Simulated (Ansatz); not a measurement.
The numbers come from plane-wave PAW DFT (Ansatz): r2SCAN, no spin polarisation, 500 eV, 10×10×10 Γ-centred k points, gaussian occupations (width 0.2623 eV). Nothing was relaxed.

Computed maps in the lattice plane spanned by a (left to right, 3.76 Å, 11 points from zero) and b (bottom to top, 3.76 Å, 11 points from zero), 90° apart, at height 0.000 along c. The fields are smooth PAW ones with compensation charges, not the true ones near nuclei.

Valence density. Digits on a logarithmic scale: 0 up to 0.03 e/Å³, each further digit a factor of 1.6, 9 from 1.3 e/Å³ up:
```
99975555799
99866556689
77667887667
55679999765
55589999855
55589999855
55679999765
77667887667
99866556689
99975555799
99975555799
```

The cell is TaRe3. Which atoms lie within 0.2 Å of this plane, and where (fractions of a and b)?

Ta at (0.50, 0.50), Re at (0.00, 0.00). The whole cell:
```yaml
crystal:
  lattice:
    - [0.00000, 3.75881, 0.00000]
    - [3.75881, 0.00000, 0.00000]
    - [1.87941, 1.87941, -4.17851]
  atoms:
    - { symbol: Ta, position: [0.50000, 0.50000, 0.00000] }
    - { symbol: Re, position: [0.00000, 0.00000, 0.00000] }
    - { symbol: Re, position: [0.75000, 0.25000, 0.50000] }
    - { symbol: Re, position: [0.25000, 0.75000, 0.50000] }
```

Origin: a known structure type with other elements, at an estimated volume, so it need not be a known compound. Caveats: atoms or cell far from equilibrium; wide smearing.
